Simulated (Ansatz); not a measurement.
**Scan of one atom of the cell for CeO2 (fluorite)**

Relaxed CeO$_{2}$ (fluorite):

```
CeO2
1.0
    0.00000     2.71896     2.71896
    2.71896     0.00000     2.71896
    2.71896     2.71896     0.00000
Ce O
1 2
Cartesian
  0.00000   0.00000   0.00000
  1.35948   1.35948   1.35948
  4.07843   4.07843   4.07843
```

In each cell atom 1 (Ce, nearest neighbour O at 2.355 Å; its periodic images, 3.8 Å or more away, move with it) moves by s·(0.577, 0.577, 0.577) (along Cartesian [111]), the rest being held.

Calculation: r2SCAN (plane waves to 500 eV, PAW, scalar-relativistic; Ansatz, an electronic-structure program). k mesh 9×9×9 (Γ-centred), Fermi-Dirac smearing 0.05 eV. Energies are smeared free energies. Stress and pressure are positive under compression. Left out: 4 of 11 points, with atoms too close for the PAW data. F∥ is the force on the atom along that direction. CeO2 is run without spin polarisation. CeO2 was relaxed with its symmetry unable to fall. The PAW data are Ansatz's earlier set. The filling of the f shell was not checked against other fillings, so treat energies with care. The zero of ΔE is the undisplaced structure.

```csv
s (Å),ΔE (meV/cell),F∥ (eV/Å),P (GPa)
-0.282,287.3,2.151,5.94
-0.188,124.0,1.349,2.61
-0.094,30.5,0.652,0.65
0.000,0.0,0.000,0.00
0.094,30.5,-0.652,0.65
0.188,124.0,-1.349,2.61
0.282,287.3,-2.151,5.94
```

What the scan shows:

The energy at s = 0.282 Å comes out as 287.3 meV/cell. The force along the line at s = -0.282 Å is 2.15 eV/Å and the force constant k = d²E/ds² at s = 0 (finite differences) is 6.86 eV/Å². Symmetry of the curve: even: the same for both signs. Shape of the curve: a single well with its minimum at or next to zero displacement. Harmonic estimate at the end of the scan: ½ks² = 272.9 meV/cell against the computed 287.3 meV/cell, so the well is stiffer than harmonic there.

(For displaced atoms, the force is minus the slope of the energy, and its curvature is a force constant, which sets phonon frequencies.)
